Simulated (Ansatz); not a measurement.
Strain response of Sc$_{3}$Al

Level of theory: DFT PBEsol, scalar-relativistic, plane waves, PAW in Ansatz 0.2.0. Settings: 420 eV cutoff, 12×12×12 k-mesh, Gaussian smearing of 0.10 eV, no spin polarisation.

The relaxed crystal:

```
Sc Al
1.0
     4.37479    0.00000    0.00000
     0.00000    4.37479    0.00000
     0.00000    0.00000    4.37479
Sc Al
3 1
Direct
  0.50000 0.00000 0.50000
  0.00000 0.50000 0.50000
  0.50000 0.50000 0.00000
  0.00000 0.00000 0.00000
```

Deformation: biaxial strain in the a-b plane, with the length and tilt of c and the atoms relaxed, all within the symmetry that the strain leaves. Energies are extrapolated to zero smearing. Stress is positive in compression, on the Cartesian axes of the cell above.

```csv
strain (%),ΔE (meV/atom),a (Å),b (Å),c (Å),σxx (GPa),σyy (GPa),σzz (GPa)
-6.0,65.4,4.112,4.112,4.595,9.01,9.01,0.00
-4.0,27.9,4.200,4.200,4.520,5.58,5.58,-0.01
-2.0,?,4.287,4.287,?,?,?,?
+0.0,0.0,4.375,4.375,4.375,0.00,0.00,0.00
+2.0,?,4.462,4.462,?,?,?,?
+4.0,23.0,4.550,4.550,4.229,-4.06,-4.06,0.00
+6.0,48.4,4.637,4.637,4.146,-5.44,-5.44,0.00
```

(1) Fill in the row at -2.0 %.

(2) Fill in the row at +2.0 %.

Results:

(1) ΔE 6.7 meV/atom; c 4.446 Å; σxx 2.61 GPa; σyy 2.61 GPa; σzz 0.00 GPa.

(2) ΔE 6.1 meV/atom; c 4.303 Å; σxx -2.23 GPa; σyy -2.23 GPa; σzz 0.00 GPa.

Cost: 7 runs of about 9.3 core-minutes in all, on AMD EPYC 7R43 (Zen 3) (shared hosts).